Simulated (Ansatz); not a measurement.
# Kick test of a cell of HfSn3Se8

It was reached by relaxing an invented guess, and it needn't be the stable form of this composition.

Level of theory: DFT PBE, scalar-relativistic, plane waves, PAW in Ansatz. Plane waves to 420 eV, a k mesh through Γ of 6×6×6 on the computed 12-atom cell and Gaussian smearing (0.01 eV); no spin polarisation.

The cell below (12 atoms, space group P-3m1 (No. 164)) is relaxed within its symmetry.

```
CELL_PARAMETERS angstrom
7.71333 0.00000 0.00000
-3.85666 6.67994 0.00000
0.00000 0.00000 6.98727
ATOMIC_POSITIONS crystal
Hf 0.00000 0.00000 0.00000
Sn 0.50000 0.50000 0.00000
Sn 0.50000 0.00000 0.00000
Sn 0.00000 0.50000 0.00000
Se 0.83607 0.67213 0.77103
Se 0.83607 0.16393 0.77103
Se 0.33333 0.66667 0.77364
Se 0.32787 0.16393 0.77103
Se 0.67213 0.83607 0.22897
Se 0.66667 0.33333 0.22636
Se 0.16393 0.83607 0.22897
Se 0.16393 0.32787 0.22897
```

For the test it was strained at random (σ = 1.5 % a component), the atoms were moved at random (σ = 0.05 Å), and all was relaxed again on a coarse 4×3×3 mesh (in the run’s order of axes) with 0.20 eV smearing, with no symmetry imposed.

No dispersion correction is applied, so the spacing and binding between layers, chains or molecules are poorly described. These runs have no spin–orbit coupling, which can matter for Hf.

Question: Does it come back?

Answer: It returns, within 1 meV/atom of the unmoved cell on that mesh and with the same symmetry when read at 0.1 Å (P-1 at 0.01 Å, so small strains and shifts remain). No instability shows in this cell; modes of other wave vectors, which need another repeat, aren't tested.
